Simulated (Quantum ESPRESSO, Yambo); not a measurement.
# CdSe at -3 % isotropic strain: DFT and GW levels

```
CdSe
1.0
    0.00000     2.95021     2.95021
    2.95021     0.00000     2.95021
    2.95021     2.95021     0.00000
Se Cd
1 1
Cartesian
  1.47510   1.47510   1.47510
  0.00000   0.00000   0.00000
```

The PBEsol cell relaxed from Materials Project entry mp-2691 was given an isotropic strain of -3 % on all lattice vectors, and the atoms were relaxed again.

Starting point: PBE (stringent potentials; pw.x of Quantum ESPRESSO, ONCV potentials, without SOC). G0W0 in Yambo: 4×4×4 Γ-centred k mesh, bands 14 to 259 and a 15 Ry block in the screening, 259 bands in G with the Bruneval-Gonze terminator, plasmon pole fitted at 27.2 eV.

PBE gap along the band path: 0.79 eV
PBE gap between the mesh's edge points (Γ → Γ): 0.79 eV
G0W0 gap between the same points: 1.57 eV

| k point | band | E PBE (eV) | E QP (eV) | shift (eV) | Z |
|---|---|---|---|---|---|
| Γ | VB | 0.00 | -0.72 | -0.72 | 0.80 |
| Γ | CB | 0.79 | 0.85 | 0.05 | 0.82 |
| L | VB | -0.89 | -1.69 | -0.80 | 0.80 |
| L | CB | 2.50 | 2.66 | 0.16 | 0.82 |
| W | VB | -2.58 | -3.56 | -0.98 | 0.79 |
| W | CB | 5.20 | 5.17 | -0.03 | 0.81 |

Energies count from the PBE valence-band maximum.

Convergence of the G0W0 settings was not tested.

Spin-orbit splittings are left out.
